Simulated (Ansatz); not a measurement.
Theory: DFT PBE, scalar-relativistic, plane waves, PAW (Ansatz 0.2.0). Cutoff 420 eV, Γ-centred meshes of about 0.25 Å⁻¹ or finer for metals and 0.3 Å⁻¹ for insulators (2π included), Gaussian smearing. No spin polarisation.

Temperature and zero-point effects are left out.

Two relaxed structures of TaTi4:

A. Space group Fmmm (No. 69), orthorhombic, a = 3.262 Å, b = 4.623 Å, c = 23.149 Å. Around Ti on its first site lie 8 Ti at 2.80–2.85 Å and 6 Ti at 3.24–3.29 Å; Ti on its second site is surrounded by 2 Ta at 2.83 Å, 6 Ti at 2.83–2.85 Å, 4 Ti at 3.26–3.29 Å and 2 Ta at 3.27 Å; Ta has 4 Ti at 2.83 Å, 4 Ta at 2.83 Å, 2 Ta at 3.26 Å and 4 Ti at 3.27 Å.

B. Space group I4/m (No. 87), tetragonal, a = 7.213 Å, c = 3.351 Å. Ti has 2 Ta at 2.80 Å, 6 Ti at 2.82–2.87 Å, 5 Ti at 3.17–3.35 Å and 1 Ta at 3.25 Å; around Ta lie 8 Ti at 2.80 Å, 4 Ti at 3.25 Å and 2 Ta at 3.35 Å.

Question: Which would you expect to be lower, and how large is the difference?

Answer: They are level within the accuracy (6 meV/atom apart, with A the lower in these runs). A has Ti and Ta ordered on bcc sites, space group Fmmm (No. 69), 17.5 Å³/atom and no gap on its mesh; B has Ti and Ta ordered on bcc sites, space group I4/m (No. 87), 17.4 Å³/atom and no gap. Even the lower one lies +0.09 eV/atom against the reference forms of the elements (uncorrected), so neither is stable at this level. Both come from trial cells of a structure search, whose lowest cell (Cmcm, 17.6 Å³/atom) lies 48 meV/atom below the lower of the two.

For metals, differences of a few meV/atom aren't resolved. Spin–orbit coupling, which can matter for Ta, is left out. Trial moments fell under 0.15 μB along the way in Fmmm and I4/m; another start might hold them. Cells relaxed within their symmetry can be saddle points. Some types were kept out of the candidates beforehand, so the set may lack a known form.
